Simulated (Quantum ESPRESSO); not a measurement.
## MgAl5GaSiN8 (one run as intended and one with a planted mistake)

A calculation, not a measurement. The program is pw.x of Quantum ESPRESSO 7.5 (plane-wave density functional theory). The cell is made up: 16 atoms on a doubled wurtzite lattice, with randomly drawn elements, strain and displacements, not relaxed. PseudoDojo standard norm-conserving files (v0.5 for PBE, v0.4.1 for LDA and PBEsol) set the functional; there is no spin polarisation, spin-orbit coupling or dispersion term, and the masses in the input are unused placeholders.

Intended input:

```
&control calculation='scf', pseudo_dir='./dojo.nc.sr.pbe.v0_5.standard.upf', outdir='./o', disk_io='medium', tprnfor=.true., tstress=.true. /
&system ibrav=0, nat=16, ntyp=5, nbnd=47, ecutwfc=84.00895049, nosym=.true., tot_charge=0,
 occupations='smearing', smearing='fd', degauss=0.0018374661
/
&electrons conv_thr=7.350e-09, electron_maxstep=60, /
ATOMIC_SPECIES
Al 1.0 Al.upf
Ga 1.0 Ga.upf
Mg 1.0 Mg.upf
N 1.0 N.upf
Si 1.0 Si.upf
CELL_PARAMETERS angstrom
3.1268 -0.0257 0.036
-0.0445 5.4985 -0.0055
0.1176 -0.0103 10.4142
ATOMIC_POSITIONS angstrom
Mg 0.0239 0.0276 0.0684
Al 1.5571 2.7739 -0.0042
Al 1.6428 0.9393 2.6039
Al 0.0383 3.6287 2.5355
Ga 0.0535 -0.0401 5.2634
Al 1.6205 2.7473 5.2369
Si 1.6146 0.814 7.8712
Al 0.0276 3.6104 7.8123
N -0.0278 0.0013 1.9235
N 1.554 2.7398 1.9394
N 1.6591 0.9179 4.5962
N 0.0448 3.6868 4.5548
N 0.0586 0.0352 7.1647
N 1.5967 2.737 7.2388
N 1.7361 0.8816 9.7275
N 0.0079 3.6753 9.7701
K_POINTS automatic
7 4 2 1 1 1
```

The log is shortened where brackets say so; the opening notice, blank lines, dates and the lines on written files are dropped, and the path of the files is cut. It prints rydbergs, bohrs and kilobars, and counts compression as positive stress. Where no state is partly filled, the Fermi energy that it prints is only some level between the filled and the empty states on the mesh, and need not lie in the true gap.

Log of the intended run:

```
     Program PWSCF v.7.5
     Parallel version (MPI & OpenMP), running on       1 processor cores
     Number of MPI processes:                 1
     Threads/MPI process:                     1
     [start-up lines left out]
     bravais-lattice index     =            0
     lattice parameter (alat)  =       5.9094  a.u.
     unit-cell volume          =    1208.0395 (a.u.)^3
     number of atoms/cell      =           16
     number of atomic types    =            5
     number of electrons       =        82.00
     number of Kohn-Sham states=           47
     kinetic-energy cutoff     =      84.0090  Ry
     charge density cutoff     =     336.0358  Ry
     scf convergence threshold =      7.3E-09
     mixing beta               =       0.7000
     number of iterations used =            8  plain     mixing
     Exchange-correlation= PBE
                           (   1   4   3   4   0   0   0)
     [axes and pseudopotential details left out]
   Cartesian axes
     site n.     atom                  positions (alat units)
         1        Mg     tau(   1) = (   0.0076428   0.0088260   0.0218732  )
         2        Al     tau(   2) = (   0.4979353   0.8870483  -0.0013431  )
         3        Al     tau(   3) = (   0.5253408   0.3003729   0.8326850  )
         4        Al     tau(   4) = (   0.0122477   1.1603994   0.8108118  )
         5        Ga     tau(   5) = (   0.0171084  -0.0128233   1.6831500  )
         6        Al     tau(   6) = (   0.5182096   0.8785420   1.6746757  )
         7        Si     tau(   7) = (   0.5163229   0.2603040   2.5170822  )
         8        Al     tau(   8) = (   0.0088260   1.1545474   2.4982469  )
         9        N      tau(   9) = (  -0.0088900   0.0004157   0.6151041  )
        10        N      tau(  10) = (   0.4969440   0.8761436   0.6201887  )
        11        N      tau(  11) = (   0.5305533   0.2935295   1.4697903  )
        12        N      tau(  12) = (   0.0143263   1.1789789   1.4565512  )
        13        N      tau(  13) = (   0.0187393   0.0112564   2.2911549  )
        14        N      tau(  14) = (   0.5105988   0.8752482   2.3148509  )
        15        N      tau(  15) = (   0.5551766   0.2819214   3.1106968  )
        16        N      tau(  16) = (   0.0025263   1.1753014   3.1243196  )
     number of k points=    28  Fermi-Dirac smearing, width (Ry)=  0.0018
                       cart. coord. in units 2pi/alat
        k(    1) = (   0.0711695   0.0717405   0.0743358), wk =   0.0714286
        k(    2) = (   0.0728972   0.0716043  -0.0758208), wk =   0.0714286
     [further k points left out]
     Dense  grid:   125735 G-vectors     FFT dimensions: (  36,  64, 120)
     Estimated max dynamical RAM per process >     198.30 MB
     Initial potential from superposition of free atoms
     starting charge      81.9836, renormalised to      82.0000
     Starting wfcs are   70 randomized atomic wfcs
     total cpu time spent up to now is       15.0 secs
     per-process dynamical memory:   126.2 Mb
     Self-consistent Calculation
     iteration #  1     ecut=    84.01 Ry     beta= 0.70
     Davidson diagonalization with overlap
     ethr =  1.00E-02,  avg # of iterations =  3.0
     total cpu time spent up to now is       39.5 secs
     total energy              =    -468.26333109 Ry
     estimated scf accuracy    <       5.04778226 Ry
     iteration #  2     ecut=    84.01 Ry     beta= 0.70
     Davidson diagonalization with overlap
     ethr =  6.16E-03,  avg # of iterations =  4.0
     total cpu time spent up to now is       63.1 secs
     total energy              =    -465.67551335 Ry
     estimated scf accuracy    <      19.78572745 Ry
     [iterations 3 to 14 left out]
     iteration # 15     ecut=    84.01 Ry     beta= 0.70
     Davidson diagonalization with overlap
     ethr =  3.19E-10,  avg # of iterations =  2.0
     total cpu time spent up to now is      412.9 secs
     total energy              =    -470.54360555 Ry
     estimated scf accuracy    <       0.00000003 Ry
     iteration # 16     ecut=    84.01 Ry     beta= 0.70
     Davidson diagonalization with overlap
     ethr =  3.10E-11,  avg # of iterations =  3.7
     total cpu time spent up to now is      435.1 secs
     End of self-consistent calculation
     [lines on levels left out]
     the Fermi energy is     9.0743 ev
!    total energy              =    -470.54360555 Ry
     estimated scf accuracy    <          2.5E-09 Ry
     smearing contrib. (-TS)   =      -0.00000000 Ry
     internal energy E=F+TS    =    -470.54360555 Ry
     The total energy is F=E-TS. E is the sum of the following terms:
     one-electron contribution =    -216.70583937 Ry
     hartree contribution      =     157.73106124 Ry
     xc contribution           =    -121.65183448 Ry
     ewald contribution        =    -289.91699293 Ry
     convergence has been achieved in  16 iterations
     Forces acting on atoms (cartesian axes, Ry/au):
     atom    1 type  3   force =     0.00758679   -0.01544744   -0.05897120
     atom    2 type  1   force =    -0.05011147   -0.02172869   -0.02927732
     atom    3 type  1   force =    -0.04163198   -0.04666431   -0.01585776
     atom    4 type  1   force =    -0.02963567    0.06888150   -0.00502254
     atom    5 type  2   force =     0.01408414    0.03956889   -0.10741851
     atom    6 type  1   force =    -0.00882144   -0.01670448   -0.03047635
     atom    7 type  5   force =     0.01468646    0.08960638    0.13482607
     atom    8 type  1   force =     0.00148799   -0.00008458    0.10549065
     atom    9 type  4   force =     0.04495572   -0.00292615    0.15741740
     atom   10 type  4   force =     0.02398068   -0.01871123    0.01882060
     atom   11 type  4   force =    -0.01680339    0.03174757    0.01599621
     atom   12 type  4   force =     0.00837157   -0.05562139    0.01674612
     atom   13 type  4   force =     0.00012069    0.00272691    0.07116691
     atom   14 type  4   force =    -0.00196510   -0.07404426   -0.04826103
     atom   15 type  4   force =    -0.02953987    0.07685259   -0.16467207
     atom   16 type  4   force =     0.06323487   -0.05745132   -0.06050717
     Total force =     0.400488     Total SCF correction =     0.000188
     Computing stress (Cartesian axis) and pressure
          total   stress  (Ry/bohr**3)                   (kbar)     P=      -42.58
   0.00000400   0.00011342  -0.00023220            0.59       16.68      -34.16
   0.00011342  -0.00033337   0.00003372           16.68      -49.04        4.96
  -0.00023220   0.00003372  -0.00053898          -34.16        4.96      -79.29
     init_run     :     12.22s CPU     14.87s WALL (       1 calls)
     electrons    :    397.81s CPU    420.09s WALL (       1 calls)
     forces       :      4.74s CPU      4.80s WALL (       1 calls)
     stress       :     15.28s CPU     16.07s WALL (       1 calls)
     [timing details left out]
     PWSCF        :   7m10.26s CPU   7m36.21s WALL
     JOB DONE.
```

A second run has one planted mistake: the smearing is too wide. The input lines that differ, file-writing options aside:

```
- &system ibrav=0, nat=16, ntyp=5, nbnd=47, ecutwfc=84.00895049, nosym=.true., tot_charge=0,
+ &system ibrav=0, nat=16, ntyp=5, nbnd=65, ecutwfc=84.00895049, nosym=.true., tot_charge=0,
-  occupations='smearing', smearing='fd', degauss=0.0018374661
+  occupations='smearing', smearing='fd', degauss=0.0661487799
```

Its log:

```
     Program PWSCF v.7.5
     Parallel version (MPI & OpenMP), running on       1 processor cores
     Number of MPI processes:                 1
     Threads/MPI process:                     1
     [start-up lines left out]
     bravais-lattice index     =            0
     lattice parameter (alat)  =       5.9094  a.u.
     unit-cell volume          =    1208.0395 (a.u.)^3
     number of atoms/cell      =           16
     number of atomic types    =            5
     number of electrons       =        82.00
     number of Kohn-Sham states=           65
     kinetic-energy cutoff     =      84.0090  Ry
     charge density cutoff     =     336.0358  Ry
     scf convergence threshold =      7.3E-09
     mixing beta               =       0.7000
     number of iterations used =            8  plain     mixing
     Exchange-correlation= PBE
                           (   1   4   3   4   0   0   0)
     [axes and pseudopotential details left out]
   Cartesian axes
     site n.     atom                  positions (alat units)
         1        Mg     tau(   1) = (   0.0076428   0.0088260   0.0218732  )
         2        Al     tau(   2) = (   0.4979353   0.8870483  -0.0013431  )
         3        Al     tau(   3) = (   0.5253408   0.3003729   0.8326850  )
         4        Al     tau(   4) = (   0.0122477   1.1603994   0.8108118  )
         5        Ga     tau(   5) = (   0.0171084  -0.0128233   1.6831500  )
         6        Al     tau(   6) = (   0.5182096   0.8785420   1.6746757  )
         7        Si     tau(   7) = (   0.5163229   0.2603040   2.5170822  )
         8        Al     tau(   8) = (   0.0088260   1.1545474   2.4982469  )
         9        N      tau(   9) = (  -0.0088900   0.0004157   0.6151041  )
        10        N      tau(  10) = (   0.4969440   0.8761436   0.6201887  )
        11        N      tau(  11) = (   0.5305533   0.2935295   1.4697903  )
        12        N      tau(  12) = (   0.0143263   1.1789789   1.4565512  )
        13        N      tau(  13) = (   0.0187393   0.0112564   2.2911549  )
        14        N      tau(  14) = (   0.5105988   0.8752482   2.3148509  )
        15        N      tau(  15) = (   0.5551766   0.2819214   3.1106968  )
        16        N      tau(  16) = (   0.0025263   1.1753014   3.1243196  )
     number of k points=    28  Fermi-Dirac smearing, width (Ry)=  0.0661
                       cart. coord. in units 2pi/alat
        k(    1) = (   0.0711695   0.0717405   0.0743358), wk =   0.0714286
        k(    2) = (   0.0728972   0.0716043  -0.0758208), wk =   0.0714286
     [further k points left out]
     Dense  grid:   125735 G-vectors     FFT dimensions: (  36,  64, 120)
     Estimated max dynamical RAM per process >     220.30 MB
     Initial potential from superposition of free atoms
     starting charge      81.9836, renormalised to      82.0000
     Starting wfcs are   70 randomized atomic wfcs
     total cpu time spent up to now is       18.1 secs
     per-process dynamical memory:   130.7 Mb
     Self-consistent Calculation
     iteration #  1     ecut=    84.01 Ry     beta= 0.70
     Davidson diagonalization with overlap
     ethr =  1.00E-02,  avg # of iterations =  5.9
     total cpu time spent up to now is       62.1 secs
     total energy              =    -468.39089248 Ry
     estimated scf accuracy    <       4.92482838 Ry
     iteration #  2     ecut=    84.01 Ry     beta= 0.70
     Davidson diagonalization with overlap
     ethr =  6.01E-03,  avg # of iterations =  3.0
     total cpu time spent up to now is       96.6 secs
     total energy              =    -465.05631924 Ry
     estimated scf accuracy    <      25.06936526 Ry
     [iterations 3 to 13 left out]
     iteration # 14     ecut=    84.01 Ry     beta= 0.70
     Davidson diagonalization with overlap
     ethr =  3.69E-09,  avg # of iterations =  2.0
     total cpu time spent up to now is      446.7 secs
     total energy              =    -470.65059639 Ry
     estimated scf accuracy    <       0.00000005 Ry
     iteration # 15     ecut=    84.01 Ry     beta= 0.70
     Davidson diagonalization with overlap
     ethr =  6.26E-11,  avg # of iterations =  4.2
     total cpu time spent up to now is      478.8 secs
     End of self-consistent calculation
     [lines on levels left out]
     the Fermi energy is     9.5255 ev
!    total energy              =    -470.65059641 Ry
     estimated scf accuracy    <          7.1E-09 Ry
     smearing contrib. (-TS)   =      -0.37174051 Ry
     internal energy E=F+TS    =    -470.27885590 Ry
     The total energy is F=E-TS. E is the sum of the following terms:
     one-electron contribution =    -216.17452319 Ry
     hartree contribution      =     157.39124399 Ry
     xc contribution           =    -121.57858377 Ry
     ewald contribution        =    -289.91699293 Ry
     convergence has been achieved in  15 iterations
     Forces acting on atoms (cartesian axes, Ry/au):
     atom    1 type  3   force =     0.00797223   -0.01127156   -0.06116395
     atom    2 type  1   force =    -0.05036901   -0.02899016   -0.02076976
     atom    3 type  1   force =    -0.04061608   -0.03253217    0.00450467
     atom    4 type  1   force =    -0.02896654    0.05590330    0.01497785
     atom    5 type  2   force =     0.01254895    0.03307193   -0.07449175
     atom    6 type  1   force =    -0.00921352   -0.01147698   -0.01363453
     atom    7 type  5   force =     0.01297512    0.06039436    0.07637351
     atom    8 type  1   force =     0.00293228    0.01667430    0.06668793
     atom    9 type  4   force =     0.04378103   -0.00758646    0.14439102
     atom   10 type  4   force =     0.02351882   -0.01482740    0.00427513
     atom   11 type  4   force =    -0.01602008    0.03321946   -0.01098931
     atom   12 type  4   force =     0.00892234   -0.05557613   -0.00806447
     atom   13 type  4   force =    -0.00056160    0.00328624    0.08002391
     atom   14 type  4   force =    -0.00177075   -0.06704232   -0.03299837
     atom   15 type  4   force =    -0.02684506    0.08360588   -0.12324381
     atom   16 type  4   force =     0.06171187   -0.05685227   -0.04587807
     Total force =     0.329573     Total SCF correction =     0.000246
     Computing stress (Cartesian axis) and pressure
          total   stress  (Ry/bohr**3)                   (kbar)     P=      -10.95
   0.00020292   0.00010202  -0.00021594           29.85       15.01      -31.77
   0.00010202  -0.00016796   0.00003011           15.01      -24.71        4.43
  -0.00021594   0.00003011  -0.00025826          -31.77        4.43      -37.99
     init_run     :     15.24s CPU     17.93s WALL (       1 calls)
     electrons    :    438.38s CPU    460.72s WALL (       1 calls)
     forces       :      4.80s CPU      4.86s WALL (       1 calls)
     stress       :     17.31s CPU     17.92s WALL (       1 calls)
     [timing details left out]
     PWSCF        :   7m56.00s CPU   8m22.19s WALL
     JOB DONE.
```

```
                                            intended run  run with the mistake
                          free energy (eV)     -6402.072             -6403.528
                    smearing term -TS (eV)        0.0000               -5.0578
                            pressure (GPa)         -4.26                 -1.09
            largest force component (eV/Å)         4.234                 3.712
largest change of a force component (eV/Å)                               1.503
                                iterations            16                    15
```

For scale, a rerun of the intended cell at a cutoff of 1437 eV and k mesh 9 x 6 x 4 moved values by no more than 0.004 eV in energy, 0.02 GPa in stress and 0.003 eV/Å in force. The number of bands, nbnd, was set by rule from the electron count and the smearing, so it follows the mistake.